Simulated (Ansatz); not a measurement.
NbSiO:
```
NbSiO
1.0
    3.28193     0.00000     0.00000
    0.00000     3.28193     0.00000
    0.00000     0.00000     6.93979
Nb Si O
2 2 2
Direct
  0.00000   0.50000   0.70156
  0.50000   0.00000   0.29844
  0.00000   0.00000   0.00000
  0.50000   0.50000   0.00000
  0.50000   0.00000   0.60887
  0.00000   0.50000   0.39113
```

Relaxed with PBE. Special points in fractions of this cell's reciprocal vectors: Γ (0.000, 0.000, 0.000); X (0.000, 0.500, 0.000); M (0.500, 0.500, 0.000); Z (0.000, 0.000, 0.500); R (0.000, 0.500, 0.500); A (0.500, 0.500, 0.500).

### Question
List the band energies nearest the Fermi level at these points for PBE in the plane-wave PAW code Ansatz.

### Answer
In eV from the Fermi level; about four levels below and three above (degenerate sets whole), none deeper than 8.9 eV; points with the same levels are listed once.

```
k                    below                above
-  -----------------------  -------------------
Γ    -2.54 -1.00 0.00 0.00       0.52 0.84 1.19
X  -1.27 -1.27 -0.60 -0.60  2.23 2.23 2.26 2.26
M  -4.52 -4.52 -3.06 -3.06  1.14 1.14 1.97 1.97
Z  -3.43 -3.25 -3.25 -0.11       0.20 0.20 0.21
R  -0.95 -0.95 -0.24 -0.24  1.30 1.30 1.89 1.89
A  -3.10 -3.10 -0.04 -0.04  1.92 1.92 2.20 2.20
```

Space group P4/nmm. The start of the workflow was typed in or built on a structure type; neither database checked (COD, Materials Project) lists it. Whether it is the stable phase at ambient conditions was not checked. The cell was relaxed with PBE under the symmetry of its start; whether a distortion lowers the energy is not shown. The workflow began spin-polarised and lost its moments. Scalar-relativistic: spin–orbit coupling is off unless named, which matters more the heavier the elements.

Potentials: the later of the program's two PAW sets.
